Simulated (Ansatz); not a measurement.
## Elastic constants of Al at 11 GPa (stress–strain coefficients): input and output

Method: Ansatz, DFT PBEsol, scalar-relativistic, plane waves, PAW.

Launched with:
```bash
ansatz run input.yaml --threads 1 --pin off --max-ram 3072MiB --backend cpu --events-out ev --progress --plain --runs-dir out
```

Input (bare energies are in eV):
```yaml
crystal:
  lattice:
    - [2.7406328139, 0.0, 0.0]
    - [-1.3703164069, 2.3734576393, 0.0]
    - [0.0, 0.0, 4.4976127232]
  atoms:
    - { symbol: Al, position: [0.6666666667, 0.3333333333, 0.75] }
    - { symbol: Al, position: [0.3333333333, 0.6666666667, 0.25] }
basis:
  ecutwfc: 420
kpoints:
  mp_grid: { grid: [18, 18, 10] }
hamiltonian:
  xc: pbesol
scf:
  occupations: { method: fermi_dirac, width: 0.15 }
output:
  forces: true
  stress: true
  eigenvalues: true
elastic:
  mode: relaxed_ion
  amplitude: 0.005
```

From the output:
```
--- Elastic constants: 3 strain directions × 4 members + reference (group order 24) ---
  dense FFT box of the reference and of every strained cell: 20×20×32
  strains applied: 11, 33, 23; error gains: componentwise 1.00 (the most a stress slope's error grows in a printed constant), spectral 1.41 (1 for all six strains in a standard setting)
  C = ∂σ_k/∂η_j (tension-positive GPa; Voigt order 11 22 33 23 13 12):
       182.060     98.173     93.038      0.000      0.000     -0.000
        98.173    182.060     93.038      0.000      0.000     -0.000
        93.013     93.013    180.130      0.000      0.000      0.000
         0.000      0.000      0.000     18.856      0.000      0.000
         0.000      0.000      0.000      0.000     18.856      0.000
        -0.000     -0.000     -0.000      0.000      0.000     41.943
  reference stress σ⁰ (GPa):    -11.001    -11.001    -10.999     -0.000     -0.000      0.000
  C* (energy form; C + prestress term) asymmetry max|C*_kj − C*_jk| = 2.311e-2 GPa — a small one proves nothing (zero by symmetry where the batch's group is 432, −43m or m−3m); a large one is finite-difference/SCF noise where every solve ...
  moduli (Voigt/Reuss/Hill, GPa): K = 123.63/123.59/123.61   G = 33.27/28.39/30.83   E = 85.39   ν = 0.385
  mechanically stable: yes (min eigenvalue of sym C = 18.86 GPa)
  harmonic check of the ions' relaxations: strain 23: 1 pair too noisy to judge
  the stresses are not corrected for the forces that the relaxations left standing (`elastic.f_tol`)
  strain η (Voigt 11):  stress-route row diagonal C_11 = 182.06 GPa, energy-path curvature d²(F+E_count+ΔE)/dδ²/Ω₀ = 182.05 GPa
    cells at ±δ against ±2δ: C11 182.32 and 183.10 GPa, apart by 0.43 % of the column's largest entry
         δ    σ_11 (GPa) F (eV) n_scf n_hpsi n_pw
    -1.000e-2     -12.9156       -1048.9323152       9   81227    584   relax 4 steps, max|allowed force component| 1.84e-7 eV/Å
    -5.000e-3     -11.9331       -1048.9436541       9   81211    586   relax 2 steps, max|allowed force component| 3.75e-5 eV/Å
     5.000e-3     -10.1099       -1048.9637587       9   81143    588   relax 2 steps, max|allowed force component| 3.49e-5 eV/Å
     1.000e-2      -9.2536       -1048.9725966       9   81140    592   relax 2 steps, max|allowed force component| 3.57e-5 eV/Å
  strain η (Voigt 33):  stress-route row diagonal C_33 = 180.13 GPa, energy-path curvature d²(F+E_count+ΔE)/dδ²/Ω₀ = 180.12 GPa
    cells at ±δ against ±2δ: C33 180.62 and 182.09 GPa, apart by 0.82 % of the column's largest entry
         δ    σ_33 (GPa) F (eV) n_scf n_hpsi n_pw
    -1.000e-2     -12.9366       -1048.9323052       6   29194    580   relax 0 steps, max|allowed force component| 3.06e-17 eV/Å
    -5.000e-3     -11.9316       -1048.9436588       3   25942    584   relax 0 steps, max|allowed force component| 8.96e-18 eV/Å
     5.000e-3     -10.1254       -1048.9637654       3   26140    592   relax 0 steps, max|allowed force component| 7.95e-18 eV/Å
     1.000e-2      -9.2948       -1048.9726276       6   29039    592   relax 0 steps, max|allowed force component| 6.07e-18 eV/Å
  strain η (Voigt 23):  stress-route row diagonal C_44 = 18.86 GPa, energy-path curvature d²(F+E_count+ΔE)/dδ²/Ω₀ = 24.37 GPa
    cells at ±δ against ±2δ: C44 18.98 and 19.37 GPa, apart by 2.03 % of the column's largest entry
         δ    σ_23 (GPa) F (eV) n_scf n_hpsi n_pw
    -1.000e-2      -0.1937       -1048.9538983      10  134714    587   relax 3 steps, max|allowed force component| 1.16e-5 eV/Å
    -5.000e-3      -0.0949       -1048.9540672      10  145230    587   relax 2 steps, max|allowed force component| 1.07e-5 eV/Å
     5.000e-3       0.0949       -1048.9540672       9  128608    587   relax 3 steps, max|allowed force component| 4.17e-6 eV/Å
     1.000e-2       0.1937       -1048.9538983      10  134744    587   relax 3 steps, max|allowed force component| 1.19e-5 eV/Å
```

It took 110 s on 1 thread of Intel(R) Xeon(R) 6975P-C (Granite Rapids), with other jobs on the host, peak memory 0.55 GiB.

In a metal, frequencies and elastic constants depend on the k mesh and the smearing, soft modes and shear constants most. Other phases may be more stable at this pressure. The constants from two strain amplitudes disagree, so they are only loosely converged.

The least eigenvalue is 18.9 GPa; in a metal on this mesh the verdict on stability isn't firm within about 20 GPa or a tenth of the bulk modulus.

This form isn't the element's structure at ambient conditions.